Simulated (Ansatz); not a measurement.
A geometry of Fe away from equilibrium: step 5 of the relaxation of a generated cell, Fe placed in the AFLOW prototype A_cI16_220_c (as in Li). Calculation: PBE (plane waves to 420 eV, PAW, scalar-relativistic; Ansatz, a first-principles code). Γ-centred k-mesh 8×8×8 on the run's cell (coarser than for final values), Fermi–Dirac smearing 0.05 eV.

```
CELL_PARAMETERS angstrom
     -2.86225     2.86225     2.86225
      2.86225    -2.86225     2.86225
      2.86225     2.86225    -2.86225
ATOMIC_POSITIONS crystal
  Fe 0.49661 0.49661 0.49661
  Fe 0.50000 0.00000 0.00339
  Fe 0.00000 0.00339 0.50000
  Fe 0.00339 0.50000 0.00000
  Fe 0.99661 0.99661 0.99661
  Fe 0.50000 0.00000 0.50339
  Fe 0.00000 0.50339 0.50000
  Fe 0.50339 0.50000 0.00000
```
Spin-polarised start, with parallel moments on Fe.

Problem. Give the Cartesian forces on all atoms (eV/Å).

Solution. 
```json
[
 {"atom": "Fe1", "Fx": "0.06", "Fy": "0.06", "Fz": "0.06"},
 {"atom": "Fe2", "Fx": "-0.06", "Fy": "-0.06", "Fz": "0.06"},
 {"atom": "Fe3", "Fx": "-0.06", "Fy": "0.06", "Fz": "-0.06"},
 {"atom": "Fe4", "Fx": "0.06", "Fy": "-0.06", "Fz": "-0.06"},
 {"atom": "Fe5", "Fx": "0.06", "Fy": "0.06", "Fz": "0.06"},
 {"atom": "Fe6", "Fx": "-0.06", "Fy": "-0.06", "Fz": "0.06"},
 {"atom": "Fe7", "Fx": "-0.06", "Fy": "0.06", "Fz": "-0.06"},
 {"atom": "Fe8", "Fx": "0.06", "Fy": "-0.06", "Fz": "-0.06"}
]
```

Problem. What is the pressure?

Solution. -5.3 GPa, compression positive.

Spin state reached: ferromagnetic (net 2.17 μB/atom), from parallel starting moments; other spin orders were not run from this start.

The run could not lose the symmetry of its start; a randomly shaken copy of 2 atoms returns to this structure.
